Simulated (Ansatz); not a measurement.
# GaN: what the electron mass says about interband coupling

Method: DFT r2SCAN, scalar-relativistic, plane waves, PAW (Ansatz 0.2.0).

Cutoff 500 eV; k points 10×10×10 on the computed 2-atom cell (Γ-centred); Gaussian smearing, width 0.02 eV; no spin polarisation.

Relaxed cell: F-43m, a = 4.498 Å, b = 4.498 Å, c = 4.498 Å, α = 90.00°, β = 90.00°, γ = 90.00°, 2 atoms in the primitive cell. This zinc-blende form isn't the usual stable structure of the compound.

The direct gap at Γ is 2.168 eV, and at Γ the conduction band has a mass of 0.1716 mₑ and the lightest hole 0.1783 mₑ, both along x.

Question: Use two-band k·p theory to get the Kane energy. As an exercise, what mass follows if the true gap is 1.5 times the computed one (semilocal functionals can miss by more, threefold or worse in zinc and cadmium oxides)?

Answer: Coupling to the valence top alone gives mₑ/m* = 1 + E_P/E_g, so E_P = E_g (mₑ/m* − 1) = 2.168 × (5.83 − 1) = 10.5 eV. The light hole is the mirror band, mₑ/mₗₕ = E_P/E_g − 1, and gives 14.3 eV; the spread shows what other bands add. Fits to experiment give about 15 to 31 eV for common tetrahedral semiconductors; the figure from the electron is a net one, lowered by higher conduction bands, and semilocal functionals tend to give less. With E_P fixed and E_g = 3.25 eV the mass becomes 0.237 mₑ: in this model the mass grows with the gap, in proportion where E_P ≫ E_g, which is why functionals that close gaps give light electrons. A correction that opens the gap also strengthens the coupling, so the true mass usually rises less. Remote bands and spin-orbit splitting are left out of the model.